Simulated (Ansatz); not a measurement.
GaSe:
```yaml
crystal:
  lattice:
    - [3.81575, 0.00000, 0.00000]
    - [-1.90788, 3.30454, 0.00000]
    - [0.00000, 0.00000, 18.21661]
  atoms:
    - { symbol: Ga, position: [0.33333, 0.66667, 0.18224] }
    - { symbol: Ga, position: [0.66667, 0.33333, 0.81776] }
    - { symbol: Ga, position: [0.66667, 0.33333, 0.68224] }
    - { symbol: Ga, position: [0.33333, 0.66667, 0.31776] }
    - { symbol: Se, position: [0.33333, 0.66667, 0.61794] }
    - { symbol: Se, position: [0.66667, 0.33333, 0.38206] }
    - { symbol: Se, position: [0.66667, 0.33333, 0.11794] }
    - { symbol: Se, position: [0.33333, 0.66667, 0.88206] }
```

Relaxed with PBE. Special points in fractions of this cell's reciprocal vectors: Γ (0.000, 0.000, 0.000); M (0.500, 0.000, 0.000); K (0.333, 0.333, 0.000); A (0.000, 0.000, 0.500); L (0.500, 0.000, 0.500); H (0.333, 0.333, 0.500).

Q: List the band energies nearest the valence-band maximum at these points for DFT-PBE in the program Ansatz with PAW potentials.

A: In eV from the valence-band maximum; about four levels below and three above (degenerate sets whole), none deeper than 8.9 eV; points with the same levels are listed once.

```
k                                below                above
-  -----------------------------------  -------------------
Γ              -0.77 -0.77 -0.66 -0.02  1.34 1.81 2.56 2.56
M              -1.91 -1.86 -1.58 -1.47       1.78 1.98 2.03
K              -1.77 -1.77 -1.64 -1.64  2.29 2.45 2.98 2.98
A  -0.77 -0.77 -0.77 -0.77 -0.37 -0.37  1.61 1.61 2.56 2.56
L              -1.92 -1.92 -1.53 -1.53  1.90 1.90 2.07 2.07
H              -1.80 -1.80 -1.61 -1.61  2.37 2.37 2.96 2.96
```

Space group P6_3/mmc. The cell was relaxed with PBE under the symmetry of its start. The volume lies over 15 % above that of the usual cell of this phase: another minimum, or an error of the functional. A crystal of weakly bound layers computed without a dispersion correction: the cell and the soft elastic constants depend strongly on that. Scalar-relativistic: spin–orbit coupling is off unless named, which matters more the heavier the elements.

Potentials: the later of the program's two PAW sets.
